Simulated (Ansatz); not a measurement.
An Ansatz (a quantum-chemistry and plane-wave program) run. Input:

Ansatz 0.2 input:
```yaml
crystal:
  lattice:
    - [3.1815960376, 0.0, 0.0]
    - [0.0, 3.1815960376, 0.0]
    - [0.0, 0.0, 3.1815960376]
  atoms:
    - { symbol: Hf, position: [0.0, 0.0, 0.0] }
    - { symbol: Ru, position: [0.5, 0.5, 0.5] }
kpoints:
  mp_grid: { grid: [13, 13, 13] }
hamiltonian:
  xc: lda
  pseudopotentials: { kind: paw }
scf:
  occupations: { method: fermi_dirac, width: 0.1 }
phonons:
  method: dfpt
  response_accuracy: low
  eigenvectors: true
  rigid_motions: translations
```

Output (shortened):

```
Pseudopotential: Hf, paw, valence charge 26
Pseudopotential: Ru, paw, valence charge 16
Functional definition: SPW92
Crystal: 2 atoms, lattice volume = 32.206 Å³
Basis set: ecut = 420 eV, 619 PW (Γ), exchange–correlation on 48×48×48 points (8 copies of the dense FFT grid, shifted against one another)
Bands: 26, of which v1, the nominal top of the filled ones, is band 21 counted from 1 (20 counted from 0)
Symmetry: 48 space group operations
k-points: 196 of 2197 (irreducible under 8 space group operations, time reversal used)
SCF iter   1: F=—  HF=-21236.719103 eV  |F-HF|=—  |Δ(HF+E_count)|=         —  Δρ=1.80e-2  dr2=1.86e-1  ethr=1.77e-3  ⟨swp⟩=5.2  Hψ=20252  notcnv=0
preconditioner: auto → Kerker (q_TF=auto, 2.852 Å⁻¹)
SCF iter   2: F=—  HF=-21236.702519 eV  |F-HF|=—  |Δ(HF+E_count)|=   1.66e-2  Δρ=9.38e-3  dr2=5.46e-2  ethr=4.43e-4  ⟨swp⟩=1.0  Hψ=6664  notcnv=0
SCF iter   3: F=—  HF=-21236.696281 eV  |F-HF|=—  |Δ(HF+E_count)|=   6.24e-3  Δρ=2.21e-3  dr2=2.82e-3  ethr=1.30e-4  ⟨swp⟩=2.1  Hψ=7462  notcnv=0
SCF iter   4: F=—  HF=-21236.694856 eV  |F-HF|=—  |Δ(HF+E_count)|=   1.42e-3  Δρ=1.26e-3  dr2=5.51e-4  ethr=6.73e-6  ⟨swp⟩=2.0  Hψ=8332  notcnv=0
SCF iter   5: F=—  HF=-21236.694674 eV  |F-HF|=—  |Δ(HF+E_count)|=   1.82e-4  Δρ=2.76e-4  dr2=9.08e-6  ethr=1.31e-6  ⟨swp⟩=2.4  Hψ=9521  notcnv=0
SCF iter   6: F=—  HF=-21236.694679 eV  |F-HF|=—  |Δ(HF+E_count)|=   4.72e-6  Δρ=4.27e-5  dr2=8.25e-7  ethr=2.16e-8  ⟨swp⟩=2.2  Hψ=8129  notcnv=0
SCF iter   7: F=—  HF=-21236.694677 eV  |F-HF|=—  |Δ(HF+E_count)|=   1.62e-6  Δρ=7.69e-6  dr2=1.51e-8  ethr=1.96e-9  ⟨swp⟩=2.9  Hψ=9516  notcnv=0
SCF iter   8: F=—  HF=-21236.694677 eV  |F-HF|=—  |Δ(HF+E_count)|=   5.98e-9  Δρ=2.03e-6  dr2=1.15e-9  ethr=3.60e-11  ⟨swp⟩=2.0  Hψ=8325  notcnv=0
SCF iter  11: F=-21236.694677 eV  HF=-21236.694677 eV  |F-HF|=3.64e-12  |Δ(HF+E_count)|=    0.00e0  Δρ=5.56e-8  dr2=8.65e-13  ethr=1.00e-12  ⟨swp⟩=5.6  Hψ=21216  notcnv=0
SCF 1 converged in 11 iterations: F = -21236.694677 eV  dr2 = 8.65e-13
DFPT response loops at Γ: preconditioner auto → Kerker (q_TF=auto, 2.852 Å⁻¹) (partly filled bands, converged f_vac=0.000) …
SCF converged after 11 iterations
Free energy (F): -21236.694677 eV
Harris-Foulkes:  -21236.694677 eV  (|F-HF|=3.64e-12)
Internal energy: -21236.678404 eV  (E = F + TS)
E sigma→0 (E₀):  -21236.686541 eV
Entropy (-TS):   -0.016273 eV (-8.137 meV/atom)
Fermi energy:    23.702652 eV
--- Per-component energies (eV) ---
  E_band       = 85.713418
  E_kinetic    = 945.449353
  E_local      = -5926.179104  (includes V_loc(G=0)·N_el)
  E_nonlocal   = -882.273266
  E_hartree    = 2636.415901
  E_xc         = -489.644223
  E_vxc        = -508.714281  (∫ρ·V_xc dr)
  E_paw        = -10029.522750  (= ΣΔE_a)
  E_vpaw       = 1184.599090  (= ΣTr[D̂ρ^β])
  E_aug_tail   = -0.000225  (compensation charges beyond the density's cutoff)
  E_ewald      = -7493.953018
  E_core_change = 3.028928  (= ΣΔE_core)
  E_smearing   = -0.016273  (= −TS)
  E_closure    =  0.000000  (closes the sum)
  Σ components = -21236.694677   (vs F -21236.694677, Δ=0.00e0)
  [band-id]    e_kinetic+e_local+e_nonlocal+2·e_hartree+e_vxc+e_vpaw+e_augmentation_tail = 85.713370   (vs E_band 85.713418, Δ=-4.84e-5)
--- Band table (eV; the first three rows and the last of 196) ---
  k-point 0: bands = ["-48.8254", "-38.1098", "-18.8756", "-18.8756", "-18.8756", "-6.6457", "-6.6457", "-6.6457", "11.9218", "11.9218", "11.9218", "11.9369", "11.9369", "11.9369", "11.9483", "15.6270", "18.4154", "18.4154", "21.9568", "21.9568", "21.9568", …
  k-point 1: bands = ["-48.8250", "-38.1088", "-18.8810", "-18.8747", "-18.8747", "-6.6741", "-6.6452", "-6.6452", "11.9199", "11.9226", "11.9226", "11.9339", "11.9372", "11.9372", "11.9472", "15.7649", "18.4809", "18.5210", "21.9430", "21.9430", "21.9956", …
  k-point 2: bands = ["-48.8237", "-38.1062", "-18.8960", "-18.8723", "-18.8723", "-6.7521", "-6.6440", "-6.6440", "11.9148", "11.9241", "11.9241", "11.9257", "11.9390", "11.9390", "11.9439", "16.1655", "18.6742", "18.8159", "21.9093", "21.9093", "22.1072", …
  k-point 195: bands = ["-48.8042", "-38.0526", "-18.9554", "-18.9549", "-18.9549", "-7.0214", "-7.0214", "-7.0190", "11.9170", "11.9170", "11.9170", "11.9189", "11.9532", "11.9532", "11.9535", "20.4739", "20.6222", "20.6222", "21.7257", "21.7257", "21.7778", …
--- Phonons (Γ-DFPT): 2 representative perturbations + reference, on 196 of 2197 k-points (Σ response iterations 6) ---
  ASR residual: 7.430e-4 → 0.000e0 eV/Å²; symmetrization residual: 2.161e-4 eV/Å²
  ASR residual per site (eV/Å²): 6.95e-4 7.43e-4
  Γ frequencies (cm⁻¹): 0.00 0.00 0.00 174.00 174.00 174.00
  non-analytic LO–TO correction: not included (Born effective charges unavailable; polar crystals: no LO–TO splitting at Γ)
```

Cost: around 60 core-seconds (rough) on shared cores.

Space group Pm-3m (CsCl type). The workflow started from a Materials Project entry (that database holds measured and hypothetical structures alike); the Crystallography Open Database files this formula in space group No. 221, but the cells were not matched. Its standing as an ambient phase is unchecked. Symmetry was held in the LDA relaxation; of distortions, only those at the zone centre were tested. The run is not spin-polarised. As this level gives no gap, phonon frequencies hold no LO–TO term and depend on the k-mesh and smearing (Fermi–Dirac, 0.1 eV here). Spin–orbit coupling is left out wherever it is not named.

Potentials: the later of the program's two PAW sets.

Ansatz is a plane-wave DFT program.
